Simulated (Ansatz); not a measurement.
SiRh in space group P6/mmm (No. 191; Rh on 3f, Si on 1a, Si on 2d), DFT-PBE in the program Ansatz with PAW potentials, all energies at zero smearing, with the estimated change up to a 700 eV cutoff added, with one set of potentials and settings (totals compare only within such a set). Cell of 6 atoms (3 Rh, 3 Si): -21119.043 eV.

| element | reference phase | E (eV/atom) |
|---|---|---|
| Rh | Fm-3m, 1 atoms in the cell | -6402.8911 |
| Si | Fd-3m, 2 atoms in the cell | -635.8096 |

Formation energy per atom, worked out: (-21119.043 − 3×(-6402.8911) − 3×(-635.8096))/6 = -0.490 eV/atom (-47 kJ per mol of atoms), at 0 K, without zero-point energy or fitted corrections.

A made-up cell: these elements were put on the sites of a structure type; neither database checked (COD, Materials Project) lists it. COD files the formula under space group No. 14, so this cell is another polymorph or a model. Its standing as an ambient phase is unchecked. The cell was relaxed with PBE under the symmetry of its start; its stability against distortions is not shown here. No spin polarisation was allowed. The references are the lowest solids computed at this level, not always the standard phases.

Potentials: the later of the program's two PAW sets.
